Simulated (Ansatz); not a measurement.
CdGaNO:
Space group P3m1 (No. 156); a = 3.287 Å, b = 3.287 Å, c = 5.701 Å, α = 90.00°, β = 90.00°, γ = 120.00°

```
atom  site  symmetry       x       y       z
----  ----  --------  ------  ------  ------
Ga      1b       3m.  0.3333  0.6667  0.5013
Cd      1c       3m.  0.6667  0.3333  0.9804
O       1b       3m.  0.3333  0.6667  0.1722
N       1c       3m.  0.6667  0.3333  0.5962
```

Relaxed with r²SCAN.

**Question.** Which orbitals make up the states near the band edges in plane-wave PAW r²SCAN (Ansatz code)?

**Answer.** Top 1 eV of the valence band: N 2p 51 %, O 2p 35 %, Cd 4d 5 %. Bottom 1 eV of the conduction band: Cd 5s 37 %, N 2p 17 %, N 2s 12 %, O 2p 9 %, O 2s 9 %, Ga 4s 9 %. Projections are on Löwdin-orthogonalised atomic valence shells; empty p or d shells of many metals are not among them.

**Question.** Tabulate the density of states.

**Answer.** States/eV per cell of 4 atoms, in 0.25 eV bins, energy from the valence-band maximum.

```
E (eV)  total  Cd 4d  O 2p  N 2p
------  -----  -----  ----  ----
-7.85    2.88   2.30  0.32  0.10
-7.60    6.49   5.50  0.66  0.10
-7.35    9.25   8.13  0.73  0.17
-7.10    7.97   7.07  0.30  0.28
-6.85   10.77  10.17  0.15  0.22
-6.60    2.65   2.53  0.03  0.05
-6.35    0.00   0.00  0.00  0.00
-6.10    0.00   0.00  0.00  0.00
-5.85    0.05   0.01  0.01  0.02
-5.60    0.82   0.14  0.14  0.27
-5.35    2.01   0.35  0.35  0.65
-5.10    2.59   0.38  0.60  0.74
-4.85    1.33   0.17  0.40  0.32
-4.60    0.53   0.06  0.19  0.10
-4.35    0.36   0.04  0.14  0.06
-4.10    0.82   0.06  0.35  0.16
-3.85    3.85   0.29  2.01  0.57
-3.60    1.31   0.08  0.49  0.36
-3.35    1.28   0.07  0.44  0.42
-3.10    2.24   0.18  0.87  0.63
-2.85    2.39   0.20  0.97  0.68
-2.60    2.56   0.20  1.08  0.76
-2.35    2.73   0.18  1.16  0.89
-2.10    2.33   0.13  0.92  0.87
-1.85    2.15   0.13  0.93  0.76
-1.60    2.20   0.15  1.11  0.68
-1.35    3.06   0.18  1.47  1.07
-1.10    4.47   0.27  1.92  1.85
-0.85    5.14   0.29  1.81  2.60
-0.60    2.26   0.12  0.86  1.11
-0.35    1.17   0.05  0.34  0.70
-0.10    0.36   0.01  0.09  0.24
0.15     0.00   0.00  0.00  0.00
0.40     0.00   0.00  0.00  0.00
0.65     0.00   0.00  0.00  0.00
0.90     0.00   0.00  0.00  0.00
1.15     0.01   0.00  0.00  0.00
1.40     0.03   0.00  0.00  0.01
1.65     0.05   0.00  0.01  0.01
1.90     0.08   0.00  0.01  0.01
2.15     0.11   0.00  0.01  0.02
2.40     0.15   0.00  0.02  0.03
2.65     0.21   0.00  0.03  0.04
2.90     0.27   0.00  0.03  0.05
3.15     0.37   0.00  0.05  0.07
3.40     0.49   0.00  0.06  0.09
3.65     0.62   0.01  0.07  0.11
3.90     0.73   0.01  0.07  0.12
4.15     0.81   0.01  0.06  0.11
4.40     0.90   0.01  0.06  0.10
4.65     0.95   0.01  0.06  0.08
4.90     0.90   0.00  0.05  0.07
5.15     0.83   0.00  0.05  0.06
5.40     0.87   0.00  0.05  0.06
5.65     0.97   0.00  0.05  0.07
```

The start of the workflow was typed in or built on a structure type; neither database checked (COD, Materials Project) lists it. Its standing as an ambient phase is unchecked. The cell was relaxed with r²SCAN under the symmetry of its start; whether a distortion lowers the energy is not shown. Spin–orbit coupling is left out wherever it is not named.

Potentials: the earlier of the program's two PAW sets.
